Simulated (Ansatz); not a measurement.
## Structure search: one Ag candidate

Method: Ansatz, DFT PBE, scalar-relativistic, plane waves, PAW. Cutoff 420 eV, Gaussian smearing, Γ-centred meshes. In-plane cell and atoms relax first on a coarse mesh and then on a finer one. In metals the finer mesh still leaves noise of several meV/atom or more. The steps can't lower the symmetry of their start. No spin polarisation.

Recipe of this trial structure of Ag: random sheet by layer group and Wyckoff sites. The dimensions are guesses.

This is a two-dimensional sheet: the third axis spans vacuum and isn't periodic.

```cif
data_structure
_symmetry_space_group_name_H-M 'P 1'
_symmetry_Int_Tables_number 1
_cell_length_a 5.7732
_cell_length_b 5.7732
_cell_length_c 14.0000
_cell_angle_alpha 90.000
_cell_angle_beta 90.000
_cell_angle_gamma 120.000
_cell_volume 404.10
loop_
_atom_site_label
_atom_site_type_symbol
_atom_site_fract_x
_atom_site_fract_y
_atom_site_fract_z
_atom_site_occupancy
Ag1 Ag 0.50000 0.00000 0.50000 1
Ag2 Ag 0.00000 0.50000 0.50000 1
Ag3 Ag 0.50000 0.50000 0.50000 1
```

Energies count from the standard state of Ag at the same level.

Task: Which structure results?

Result: The symmetry stays p6/mmm (No. 80). The area per atom shrinks by 10.8 %, from 9.6 to 8.6 Å². The shortest distance goes from 2.89 Å (Ag–Ag) to 2.73 Å (Ag–Ag). The energy falls by about 0.14 eV/atom (the start's value is from the coarse mesh). The program sets the height of the box itself, so the height of the cell differs between start and end. In-plane cell: a = 5.453 Å, b = 5.453 Å, γ = 120.0°, thickness 0.00 Å between the outermost nuclei. Ag at height 0.00 Å has 4 Ag at 2.73 Å.

```
CELL_PARAMETERS angstrom
5.45288 0.00000 0.00000
-2.72644 4.72233 0.00000
0.00000 0.00000 23.80000
ATOMIC_POSITIONS crystal
Ag 0.50000 0.00000 0.29412
Ag 0.00000 0.50000 0.29412
Ag 0.50000 0.50000 0.29412
```

Task: Give its energy and gap.

Result:

| Item | Value |
| --- | --- |
| Energy over the standard state | +0.79 eV/atom |
| Gap on the 12×12×1 mesh of the 3-atom cell | 0 eV (a metal) |

So it is a metastable form at best.

The last run used Gaussian smearing of 0.10 eV. Symmetry constrained the relaxation, so the result can be a saddle point. In all, the 4 runs took 3.6 min on 1 thread of Arm Neoverse V1, with other jobs on the host.
